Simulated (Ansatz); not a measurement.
Piezoelectric films for bulk acoustic wave filters

Plane-wave DFT in Ansatz, LDA, scalar-relativistic PAW potentials, cutoff 420 eV, no spin-orbit coupling; no spin polarisation. Relaxed polar crystals, polar axis along z; elastic and piezoelectric constants with ions relaxed at zero field, permittivity at fixed strain.

| crystal | atoms in primitive cell | e33, size (C/m²) | C33 (GPa) | ε33 | density (kg/m³) |
| --- | --- | --- | --- | --- | --- |
| ZnO (P6_3mc) | 4 | 1.330 | 238.3 | 10.20 | 5963 |
| AlN (P6_3mc) | 4 | 1.671 | 369.9 | 9.53 | 3333 |
| SiC (P6_3mc) | 4 | 0.513 | 563.4 | 11.30 | 3282 |
| GaN (P6_3mc) | 4 | 0.820 | 409.4 | 10.78 | 6290 |

Q: Give the thickness-mode coupling, the sound velocity along z and the film thickness for 5 GHz.

A: The field stiffens the wave: C^D = C33 + e33²/(ε33 ε₀), k_t² = e33²/(ε33 ε₀ C^D), v = √(C^D/ρ), ε₀ = 8.854×10⁻¹² F/m, and a free plate has its parallel resonance (open circuit) at t = v/2f.
```csv
crystal,C^D (GPa),k_t² (%),v (m/s),t (nm)
AlN (P6_3mc),403.0,8.22,10996,1100
ZnO (P6_3mc),257.9,7.59,6576,658
GaN (P6_3mc),416.5,1.69,8137,814
SiC (P6_3mc),566.0,0.47,13133,1313
```

AlN (P6_3mc) couples most, with the largest e33 as well. The series resonance lies below the parallel one by a share of about 4k_t²/π², 3.3 % for AlN (P6_3mc), and that spacing sets a filter's bandwidth. Measured AlN films reach a k_t² of about 6.5 %. Electrodes add mass, so a real film is thinner for the same frequency; losses, leakage and the temperature drift weren't computed.

Cost: about 87 core-minutes for the runs cited, on Intel Xeon 6975P-C (Granite Rapids), Intel Xeon Processor @ 2.50GHz (Skylake/Cascade Lake), Arm Neoverse V1 and other processors (shared hosts).